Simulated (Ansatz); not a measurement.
Here is an unrelaxed guess for Li2GeAs2.

```cif
data_structure
_symmetry_space_group_name_H-M 'P 1'
_symmetry_Int_Tables_number 1
_cell_length_a 3.6017
_cell_length_b 3.6017
_cell_length_c 8.1100
_cell_angle_alpha 90.000
_cell_angle_beta 90.000
_cell_angle_gamma 120.000
_cell_volume 91.11
loop_
_atom_site_label
_atom_site_type_symbol
_atom_site_fract_x
_atom_site_fract_y
_atom_site_fract_z
_atom_site_occupancy
Li1 Li 0.33333 0.66667 0.50000 1
Li2 Li 0.66667 0.33333 0.50000 1
Ge1 Ge 0.00000 0.00000 0.50000 1
As1 As 0.00000 0.00000 0.87215 1
As2 As 0.00000 0.00000 0.12785 1
```

Level of theory: DFT PBE, scalar-relativistic, plane waves, PAW (Ansatz). Plane waves to 420 eV, a k mesh through Γ of 6×6×2 on the computed 5-atom cell and Gaussian smearing (0.10 eV); no spin polarisation.

Formation energies are uncorrected and refer to the elements' standard structures at the same level.

Q: What does a single point on this coarse mesh give?

A: The pressure is 23.5 GPa (the mean over three directions, positive in compression), the largest force is 3.90 eV/Å, and the energy is +1.17 eV/atom against the elements. The shortest distance is 2.07 Å.

Q: How much does it gain on relaxing, and where does it end?

A: Relaxing gains about 0.98 eV/atom (the start's value is from the coarse mesh, so the gain is rough) in 17 ionic steps and ends at +0.19 eV/atom on the finer mesh. The symmetry stays P6/mmm (No. 191). The volume per atom grows by 54.4 %, from 18.2 to 28.1 Å³. The shortest distance goes from 2.07 Å (As–As) to 2.21 Å (As–As). The ratio c/a of the conventional cell changes by a factor of 0.68. Conventional cell: a = 4.729 Å, c = 7.264 Å. Around Li lie 3 Ge at 2.73 Å and 3 Li at 2.73 Å; Ge is surrounded by 2 As at 2.53 Å and 6 Li at 2.73 Å; As is surrounded by 1 As at 2.21 Å and 1 Ge at 2.53 Å.

The last run used a 9×9×6 mesh (in the run's order of axes) for its 5-atom cell and Gaussian smearing of 0.10 eV. The reference form of As is held partly by dispersion forces, which this level lacks. The relaxation can't lower the symmetry of the start. Symmetry constrained the relaxation, so the result can be a saddle point.
